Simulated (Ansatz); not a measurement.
Hf₂Au:
```xyz
3
Lattice="-1.6049 1.6049 5.7750 1.6049 -1.6049 5.7750 1.6049 1.6049 -5.7750" Properties=species:S:1:pos:R:3 pbc="T T T"
Hf     0.0000     0.0000     3.9045
Hf     0.0000     0.0000     7.6455
Au     0.0000     0.0000     0.0000
```

Relaxed with PBEsol.

Question: Map the electron localisation function on the plane through (0.000, 0.000, 0.000) spanned by u = [1, 0, 1] and v = [-1, 1, 1] in lattice vectors, from the program Ansatz at the PBEsol level (PAW).

Answer: x is the fraction of u, y of v (the angle between them is 102°; rows are the nearest grid lines); atoms in the plane: Hf at (0.66, 0.33), Hf at (0.34, 0.67), Au at (0.00, 0.00).
```
|98764321112346789|
|66543221122345666|
|55432221222334555|
|33332110112333333|
|32100000000123333|
|20002344310012322|
|00379999962001100|
|03899999973001100|
|14899999972012201|
|13699998520256411|
|00123321013576520|
|10000000023444421|
|12444432000000001|
|02567531012332100|
|11465202589999631|
|10221027999999841|
|00110037999999830|
|00110026999997300|
|22321001344320002|
|33332100000000123|
|33333321101123333|
|55543322212223455|
|66654322112234566|
|98764321112346789|
```
Scale: ten equal steps from 0.116 (start of '0') to 0.846 (end of '9'), in the order '0123456789'; x runs from 0.000 to 1.00, y from 0.000 (bottom) to 1.00 (top).

The density is the valence pseudo-density with augmentation charge, so density and ELF within about 1 Å of a nucleus are not all-electron values.

Space group I4/mmm (MoSi2 or CaC2 type). The workflow started from an entry of the Crystallography Open Database (COD). Its standing as an ambient phase is unchecked. Symmetry was held in the PBEsol relaxation; whether a distortion lowers the energy is not shown. No spin polarisation was allowed. Spin–orbit coupling is left out wherever it is not named.

Potentials: the later of the program's two PAW sets.
